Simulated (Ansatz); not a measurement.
## Ansatz run, OsPbO₃

The input, for Ansatz 0.2.0 (plane waves, PAW):

```yaml
crystal:
  lattice:
    - [4.02540583, 0.0, 0.0]
    - [0.0, 4.02540583, 0.0]
    - [0.0, 0.0, 4.02540583]
  symmetry: { detect: false, time_reversal: true }
  atoms:
    - { symbol: Os, position: [0.0, 0.0, 0.0], spin: 4.0 }
    - { symbol: O, position: [0.5, 0.0, 0.0] }
    - { symbol: O, position: [0.0, 0.5, 0.0] }
    - { symbol: O, position: [0.0, 0.0, 0.5] }
    - { symbol: Pb, position: [0.5, 0.5, 0.5] }
kpoints:
  mp_grid: { grid: [6, 6, 6], shift: [0, 0, 0] }
  band_path:
    path:
      - [0.0, 0.0, 0.0]
      - [0.0, 0.5, 0.0]
      - [0.5, 0.5, 0.0]
      - [0.0, 0.0, 0.0]
      - [0.5, 0.5, 0.5]
      - [0.0, 0.5, 0.0]
      - [0.5, 0.5, 0.5]
      - [0.5, 0.5, 0.0]
    npoints: 8
magnetization:
  spin_polarized: true
scf:
  occupations: { method: gaussian, width: 0.0966 }
  lower_state_search: "off"
  max_iter: 200
hamiltonian:
  pseudopotentials: { kind: paw }
  xc: r2scan
basis:
  ecutwfc: 500
  fft_grid_basis: typed
output:
  forces: true
  stress: true
  eigenvalues: true
  bader: true
  populations: true
  elf: true
  write_potential: true
  volumetric_format: npy
  dos:
    e_range: [-12, 8]
    de: 0.05
    projected: { site_lists: { O: [O], Os: [Os], Pb: [Pb] } }
checkpoint:
  read: saved_state
```

The saved state is an earlier solution for the same cell, perhaps on another mesh. Magnetic state (reached from a saved solution, and it need not be the lowest): Os1 up.

Parts of the output:

```
SCF iter   1: F=-25021.2404 eV  Δρ=9.71e-3  dr2=7.18e-3  dr2_τ=3.95e-3  dr2_m=8.21e-3  M=1.942 μB ∫|m|=1.956 μB
SCF iter   2: F=-25021.2502 eV  Δρ=4.84e-3  dr2=3.76e-3  dr2_τ=2.14e-3  dr2_m=2.97e-4  M=1.958 μB ∫|m|=1.976 μB  κ⁻¹=1.0e0(r=1)
SCF iter   3: F=-25021.2519 eV  Δρ=6.21e-4  dr2=1.08e-4  dr2_τ=4.15e-5  dr2_m=3.10e-5  M=1.964 μB ∫|m|=1.984 μB  κ⁻¹=4.4e-2(r=2)
SCF iter   4: F=-25021.2520 eV  Δρ=1.90e-4  dr2=2.86e-5  dr2_τ=1.18e-6  dr2_m=4.42e-6  M=1.966 μB ∫|m|=1.986 μB  κ⁻¹=2.0e-3(r=3)
SCF iter   5: F=-25021.2520 eV  Δρ=8.52e-5  dr2=8.81e-6  dr2_τ=3.76e-7  dr2_m=9.82e-7  M=1.966 μB ∫|m|=1.987 μB
SCF iter   6: F=-25021.2520 eV  Δρ=6.21e-5  dr2=6.37e-6  dr2_τ=1.28e-7  dr2_m=2.22e-7  M=1.967 μB ∫|m|=1.988 μB  κ⁻¹=1.0e0(r=1)
SCF iter   7: F=-25021.2520 eV  Δρ=3.44e-5  dr2=2.43e-6  dr2_τ=2.19e-8  dr2_m=1.80e-8  M=1.967 μB ∫|m|=1.988 μB  κ⁻¹=1.0e-1(r=2)
SCF iter   8: F=-25021.2520 eV  Δρ=2.06e-5  dr2=5.77e-7  dr2_τ=9.10e-9  dr2_m=1.29e-8  M=1.967 μB ∫|m|=1.989 μB  κ⁻¹=3.2e-2(r=3)
SCF iter   9: F=-25021.2520 eV  Δρ=1.46e-5  dr2=1.32e-7  dr2_τ=6.42e-9  dr2_m=1.59e-8  M=1.967 μB ∫|m|=1.989 μB  κ⁻¹=9.4e-3(r=4)
SCF iter  10: F=-25021.2520 eV  Δρ=1.28e-5  dr2=9.55e-8  dr2_τ=3.09e-9  dr2_m=8.39e-9  M=1.967 μB ∫|m|=1.989 μB  κ⁻¹=3.3e-3(r=5)
SCF iter  11: F=-25021.2520 eV  Δρ=8.34e-6  dr2=4.94e-8  dr2_τ=1.26e-9  dr2_m=2.17e-9  M=1.967 μB ∫|m|=1.989 μB  κ⁻¹=1.5e-3(r=6)
SCF iter  12: F=-25021.2520 eV  Δρ=3.08e-6  dr2=5.89e-9  dr2_τ=4.69e-10  dr2_m=5.82e-10  M=1.967 μB ∫|m|=1.989 μB
Magnetization: 1.9671 μB (24.9836 up, 23.0164 down)
Absolute magnetization: 1.9907 μB (∫|ρ↑−ρ↓|, with the PAW one-centre terms)
Spin contamination: 0.0072 ħ² per cell (⟨S²⟩ above its minimum at these occupations)
Per-site moments (μB) at R_I (Å): [(0.9576, 0.8302), (0.1683, 0.8302), (0.1683, 0.8302), (0.1683, 0.8302), (0.0125, 1.1741)]
Free energy (F): -25021.2520 eV
Harris-Foulkes:  -25021.2520 eV  (|F-HF|=1.17e-7)
Internal energy: -25021.2378 eV  (E = F + TS)
E sigma→0 (E₀):  -25021.2449 eV
Entropy (-TS):   -0.0142 eV (-2.843 meV/atom)
Fermi energy:    13.7192 eV
--- Per-component energies (eV) ---
  E_band       = -248.0601
  E_kinetic    = 1373.9026
  E_local      = -3125.2034  (includes V_loc(G=0)·N_el)
  E_nonlocal   = 491.8628
  E_hartree    = 1198.4417
  E_xc         = -679.7610
  E_vxc        = -771.6212  (∫ρ·V_xc dr)
  E_paw        = -19947.5118  (= ΣΔE_a)
  E_vpaw       = -661.9113  (= ΣTr[D̂ρ^β])
  E_aug_tail   = 0.0031  (compensation charges beyond the density's cutoff)
  E_vtau       = 48.0244  (kinetic-family band-sum trace: ∫τ·v_τ [+ j·A + Jᵃ·Aᵃ] dr)
  E_ewald      = -4333.4564
  E_core_change = 0.4847  (= ΣΔE_core)
  E_smearing   = -0.0142  (= −TS)
--- Stress (GPa, compression-positive) ---
       -6.0976       0.0000       0.0000
        0.0000      -6.0978       0.0000
        0.0000       0.0000      -6.0971
  P = ⅓ Tr σ = -6.0975 GPa (-60.975 kbar)
--- Bader charges: 5 sites ---
  site symbol  charge [e]  shift [e]    m [muB]
     0     Os      2.0194     0.0009     1.3676
     1      O     -1.1561     0.0003     0.1913
     2      O     -1.1561     0.0003     0.1913
     3      O     -1.1561     0.0003     0.1913
     4     Pb      1.4488     0.0000     0.0256
```

Origin: a known structure type with other elements, at an estimated volume, so it need not be a known compound.
